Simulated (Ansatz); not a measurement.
TaAl:
```yaml
crystal:
  lattice:
    - [2.83466, 0.00000, 0.00000]
    - [0.00000, 2.83466, 0.00000]
    - [0.00000, 0.00000, 4.18548]
  atoms:
    - { symbol: Ta, position: [0.00000, 0.00000, 0.00000] }
    - { symbol: Al, position: [0.50000, 0.50000, 0.50000] }
```

Relaxed with PBE. Special points in fractions of this cell's reciprocal vectors: Γ (0.000, 0.000, 0.000); X (0.000, 0.500, 0.000); M (0.500, 0.500, 0.000); Z (0.000, 0.000, 0.500); R (0.000, 0.500, 0.500); A (0.500, 0.500, 0.500).

List the band energies nearest the Fermi level at these points for PBE with spin–orbit coupling (plane waves, PAW; program Ansatz).

In eV from the Fermi level; about four levels below and three above (degenerate sets whole), none deeper than 8.9 eV; points with the same levels are listed once.

```
k                    below                above
-  -----------------------  -------------------
Γ  -2.50 -2.50 -0.91 -0.91  2.66 2.66 2.94 2.94
X  -3.25 -3.25 -1.66 -1.66  1.73 1.73 3.66 3.66
M  -0.93 -0.93 -0.57 -0.57  4.69 4.69 5.09 5.09
Z  -2.33 -2.33 -0.31 -0.31  2.02 2.02 2.22 2.22
R  -3.13 -3.13 -1.28 -1.28  0.84 0.84 1.82 1.82
A  -3.47 -3.47 -3.38 -3.38  0.88 0.88 2.21 2.21
```

Space group P4/mmm (L1₀ or tetragonal B2). The start of the workflow was typed in or built on a structure type; neither database checked (COD, Materials Project) lists it. Whether it is the stable phase at ambient conditions was not checked. The PBE relaxation kept the symmetry of its start; its stability against distortions is not shown here. The run is not spin-polarised.

Potentials: the earlier of the program's two PAW sets.
